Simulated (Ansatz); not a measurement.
The start is a generated trial cell of Pb in the AFLOW prototype A_hR1_166_a (A10, as in Hg). Cell shape, volume and atoms are optimised at zero target pressure with PBEsol (plane waves to 420 eV, PAW, scalar-relativistic; Ansatz, a program for electronic structure). The first steps use a coarse 10×10×10 k-mesh.

The start:
```yaml
crystal:
  lattice:
    - [1.96869, 1.13662, 2.52947]
    - [-1.96869, 1.13662, 2.52947]
    - [0.00000, -2.27324, 2.52947]
  atoms:
    - { symbol: Pb, position: [0.00000, 0.00000, 0.00000] }
```

Q: What symmetry does the relaxed structure have?

A: The space group goes from R-3m (No. 166) to Fm-3m (No. 225); the end is fcc (Cu type), with 1 atom in the primitive cell.

Q: By how much does the energy per atom fall from start to end?

A: 0.14 eV/atom.

Q: How do the shortest distances between atoms change?

A: The closest pairs of elements (up to four, under 3.6 Å), start → end: Pb–Pb 3.40 → 3.49 Å.

Q: Give the final cell and atomic positions.

A: 
```cif
data_Pb4
_chemical_formula_sum 'Pb4'
_space_group_name_H-M_alt 'Fm-3m'
_space_group_IT_number 225
_space_group_name_Hall '-F 4 2 3'
_cell_length_a 4.93165
_cell_length_b 4.93165
_cell_length_c 4.93165
_cell_angle_alpha 90.000
_cell_angle_beta 90.000
_cell_angle_gamma 90.000
loop_
_atom_site_label
_atom_site_type_symbol
_atom_site_symmetry_multiplicity
_atom_site_Wyckoff_symbol
_atom_site_fract_x
_atom_site_fract_y
_atom_site_fract_z
_atom_site_occupancy
Pb1 Pb 4 a 0.00000 0.00000 0.00000 1
```
(The calculation used a cell of 1 atom; values per cell refer to that cell.)

Final values are on a 16×16×16 k-mesh of the relaxed cell. No spin polarisation in the result.

The run could not lose the symmetry of its start.
